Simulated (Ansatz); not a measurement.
This guess for Zn2CdSe3 is about to be relaxed.

```cif
data_structure
_symmetry_space_group_name_H-M 'I-4m2'
_symmetry_Int_Tables_number 119
_cell_length_a 4.0227
_cell_length_b 4.0227
_cell_length_c 17.0667
_cell_angle_alpha 90.000
_cell_angle_beta 90.000
_cell_angle_gamma 90.000
_cell_volume 276.17
loop_
_atom_site_label
_atom_site_type_symbol
_atom_site_symmetry_multiplicity
_atom_site_Wyckoff_symbol
_atom_site_fract_x
_atom_site_fract_y
_atom_site_fract_z
_atom_site_occupancy
Zn1 Zn 4 e 0.50000 0.50000 0.16667 1
Cd1 Cd 2 a 0.00000 0.00000 0.00000 1
Se1 Se 4 f 0.00000 0.50000 0.08333 1
Se2 Se 2 d 0.50000 0.00000 0.25000 1
```

Method: Ansatz, DFT PBE, scalar-relativistic, plane waves, PAW. Cutoff 420 eV, Gaussian smearing, Γ-centred meshes. Cell and atoms relax first on a coarse mesh and then on a converged one. In between, the cell is made exact in the group found at 0.06 Å. The steps can't lower the symmetry of their start. No spin polarisation.

A guess keeps its type if space group and coordination stay and the shape of the cell changes little (axis ratios within about 15 %, angles within 6°); the volume may change.

Question: Does this structure survive the relaxation?

Answer: It keeps its type. The symmetry stays I-4m2 (No. 119). The volume per atom grows by 10.8 %, from 23.0 to 25.5 Å³. The shortest distance goes from 2.46 Å (Cd–Se and Zn–Se) to 2.49 Å (Zn–Se). The ratio c/a of the conventional cell changes by a factor of 1.01. Counting neighbours within 15 % of an atom's shortest distance, the start has Cd 4, Se 4, Zn 4 and the end Cd 4, Se 4, Zn 4.

Formation energies are uncorrected and refer to the elements' standard structures at the same level.

Question: At what energy does it end?

Answer: −0.675 eV/atom. It lies below the elements, which doesn't yet make it stable against other compounds or structures.

The last run used a 10×10×10 mesh for its 6-atom cell and Gaussian smearing of 0.02 eV. The reference form of Se is held partly by dispersion forces, which this level lacks. A structure relaxed within its symmetry needn't be a true minimum.
